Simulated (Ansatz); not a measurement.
Geometry optimisation in Ansatz: input, command and trajectory.

```yaml
crystal:
  lattice:
    - [0.1635035725, -0.2853325617, -5.6665809059]
    - [3.3729525044, 6.2431771439, 0.2041400739]
    - [3.7732410676, -6.4742838544, -0.4059963362]
  atoms:
    - { symbol: "N", position: [0.623739367, 0.1812493642, 0.326321026] }
    - { symbol: "N", position: [0.6509952919, 0.6630810686, 0.3252913086] }
    - { symbol: "N", position: [0.1457473652, 0.3332290945, 0.1724299488] }
    - { symbol: "N", position: [0.1063444576, 0.8199372244, 0.6460424359] }
    - { symbol: O, position: [0.6694721244, 0.1409244802, 0.876265971] }
    - { symbol: O, position: [0.522126556, 0.6597123856, 0.802955541] }
    - { symbol: O, position: [0.0256205637, 0.3336765295, 0.6253991961] }
    - { symbol: O, position: [0.1716217867, 0.8725342171, 0.2459210187] }
    - { symbol: Sc, position: [0.9971585353, 0.1594719302, 0.3179234375] }
    - { symbol: Sc, position: [0.024879269, 0.6677100663, 0.3362019232] }
    - { symbol: Sc, position: [0.5234023337, 0.3308218, 0.1705736017] }
    - { symbol: In, position: [0.0518742043, 0.1768430082, 0.8385928292] }
    - { symbol: In, position: [0.9542633615, 0.6861969681, 0.8383775152] }
    - { symbol: In, position: [0.4569996596, 0.3044909097, 0.6460753423] }
    - { symbol: In, position: [0.4919315717, 0.838185125, 0.6470358183] }
    - { symbol: In, position: [0.5516324445, 0.8258855867, 0.1561225863] }
  symmetry: { detect: false }
basis:
  ecutwfc: 420
kpoints:
  mp_grid: { grid: [3, 3, 3] }
hamiltonian:
  xc: pbe
scf:
  occupations: { method: gaussian, width: 0.1 }
  lower_state_search: "off"
output:
  forces: true
  stress: true
  eigenvalues: true
relax:
  adjacent_minimum: "off"
  f_tol: 0.04
  max_steps: 25
  cell: { stress_tol: 0.3 }
```

```bash
ansatz run input.yaml --threads 4 --pin off --max-ram 9216MiB --backend cpu --events-out ev --progress --plain --runs-dir out
```

These are results of Ansatz, DFT PBE, scalar-relativistic, plane waves, PAW, not measurements.

Of 4 frames 4 are shown, positions in Å and forces in eV/Å; the SCF threshold varies from step to step. Steps run on the plane waves of an earlier cell, with a Pulay correction in the pressure. The basis is chosen afresh for the last frame, the zero of the energies, and can be on the way; energy and pressure step there, also at an unchanged geometry.

```xyz
16
Lattice="0.1635 -0.2853 -5.6666 3.3730 6.2432 0.2041 3.7732 -6.4743 -0.4060" Properties=species:S:1:pos:R:3:forces:R:3 pbc="T T T" step=1 free_energy_over_end_meV_per_atom=0.20 pressure_GPa=0.07
N     1.9446   -1.1591   -3.6300    0.0350    0.0020   -0.0070
N     3.5704    1.8480   -3.6856   -0.0360   -0.0070   -0.0060
N     1.7984    0.9225   -0.8279    0.0240    0.0000   -0.0080
N     5.2207    0.9060   -0.6975    0.0110   -0.0410   -0.0160
O     3.8912   -4.9844   -4.1206   -0.0100    0.0030   -0.0090
O     5.3403   -1.2288   -3.1500   -0.0350    0.0220   -0.0030
O     3.4894   -1.9731   -0.3310   -0.0050    0.0390    0.0130
O     3.8990    3.8063   -0.8942    0.0070    0.0070   -0.0330
Sc    1.9005   -1.3472   -5.7470   -0.0200   -0.0070    0.0260
Sc    3.5248    1.9849   -0.1412   -0.0190   -0.0110    0.0250
Sc    1.8450    0.8117   -2.9676    0.0080    0.0090    0.0140
In    3.7692   -4.3400   -0.5983    0.0140    0.0100   -0.0110
In    5.6339   -1.4161   -5.6077    0.0280   -0.0050    0.0080
In    3.5396   -2.4123   -2.7898   -0.0090   -0.0270    0.0190
In    5.3490    0.9035   -2.8792    0.0150    0.0080    0.0010
In    3.4650    3.9880   -3.0207   -0.0070   -0.0030   -0.0130
16
Lattice="0.1674 -0.2941 -5.6833 3.3546 6.2351 0.2119 3.7747 -6.4778 -0.4196" Properties=species:S:1:pos:R:3:forces:R:3 pbc="T T T" step=2 free_energy_over_end_meV_per_atom=0.07 pressure_GPa=0.01
N     1.9469   -1.1673   -3.6435    0.0240   -0.0090    0.0050
N     3.5584    1.8377   -3.7014   -0.0110   -0.0010   -0.0020
N     1.7942    0.9157   -0.8341    0.0130    0.0130    0.0040
N     5.2102    0.8921   -0.7068    0.0090   -0.0260   -0.0100
O     3.8917   -4.9927   -4.1484    0.0030    0.0050    0.0050
O     5.3223   -1.2388   -3.1653   -0.0020   -0.0040   -0.0160
O     3.4856   -1.9709   -0.3307    0.0040    0.0100   -0.0100
O     3.8858    3.7955   -0.9004   -0.0160   -0.0140   -0.0180
Sc    1.8980   -1.3593   -5.7613    0.0260   -0.0010    0.0180
Sc    3.5175    1.9751   -0.1405   -0.0150   -0.0230    0.0050
Sc    1.8393    0.8019   -2.9748    0.0180   -0.0100    0.0100
In    3.7741   -4.3404   -0.6105   -0.0050   -0.0230    0.0120
In    5.6384   -1.4330   -5.6236   -0.0690    0.0330   -0.0210
In    3.5286   -2.4291   -2.7916    0.0090    0.0830   -0.0270
In    5.3357    0.8932   -2.8902   -0.0010   -0.0290    0.0260
In    3.4460    3.9758   -3.0270    0.0160   -0.0040    0.0200
16
Lattice="0.1658 -0.2933 -5.6860 3.3532 6.2365 0.2119 3.7757 -6.4808 -0.4176" Properties=species:S:1:pos:R:3:forces:R:3 pbc="T T T" step=3 free_energy_over_end_meV_per_atom=0.04 pressure_GPa=-0.04
N     1.9477   -1.1660   -3.6451    0.0090   -0.0070    0.0020
N     3.5575    1.8376   -3.7018   -0.0040    0.0000   -0.0020
N     1.7937    0.9145   -0.8327    0.0090    0.0070    0.0000
N     5.2087    0.8904   -0.7068    0.0080   -0.0100   -0.0060
O     3.8935   -4.9946   -4.1472    0.0000    0.0030   -0.0020
O     5.3248   -1.2378   -3.1680   -0.0030   -0.0010   -0.0170
O     3.4825   -1.9730   -0.3319    0.0040    0.0110   -0.0090
O     3.8836    3.7934   -0.9009   -0.0130   -0.0110   -0.0160
Sc    1.8945   -1.3603   -5.7627    0.0070    0.0040    0.0090
Sc    3.5162    1.9730   -0.1384   -0.0140   -0.0010   -0.0010
Sc    1.8394    0.8020   -2.9736    0.0030    0.0040    0.0010
In    3.7741   -4.3442   -0.6077   -0.0020   -0.0090    0.0000
In    5.6306   -1.4321   -5.6260   -0.0180    0.0030    0.0050
In    3.5304   -2.4228   -2.7931    0.0040    0.0170    0.0040
In    5.3354    0.8927   -2.8895    0.0070   -0.0030    0.0160
In    3.4462    3.9766   -3.0280    0.0030   -0.0060    0.0140
16
Lattice="0.1658 -0.2933 -5.6860 3.3532 6.2365 0.2119 3.7757 -6.4808 -0.4176" Properties=species:S:1:pos:R:3:forces:R:3 pbc="T T T" step=4 free_energy_over_end_meV_per_atom=0.00 pressure_GPa=-0.03
N     1.9477   -1.1660   -3.6451    0.0090   -0.0070    0.0020
N     3.5575    1.8376   -3.7018   -0.0040    0.0000   -0.0020
N     1.7937    0.9145   -0.8327    0.0090    0.0070    0.0000
N     5.2087    0.8904   -0.7068    0.0080   -0.0100   -0.0060
O     3.8935   -4.9946   -4.1472    0.0000    0.0030   -0.0020
O     5.3248   -1.2378   -3.1680   -0.0030   -0.0010   -0.0170
O     3.4825   -1.9730   -0.3319    0.0040    0.0110   -0.0090
O     3.8836    3.7934   -0.9009   -0.0130   -0.0110   -0.0160
Sc    1.8945   -1.3603   -5.7627    0.0070    0.0040    0.0090
Sc    3.5162    1.9730   -0.1384   -0.0140   -0.0010   -0.0010
Sc    1.8394    0.8020   -2.9736    0.0030    0.0040    0.0010
In    3.7741   -4.3442   -0.6077   -0.0020   -0.0100    0.0000
In    5.6306   -1.4321   -5.6260   -0.0180    0.0030    0.0050
In    3.5304   -2.4228   -2.7931    0.0040    0.0170    0.0040
In    5.3354    0.8927   -2.8895    0.0070   -0.0030    0.0160
In    3.4462    3.9766   -3.0280    0.0030   -0.0060    0.0140
```

The run took 48 s on 4 threads of Arm Neoverse V1 (shared host), peak memory 0.95 GiB.

The k mesh is coarse.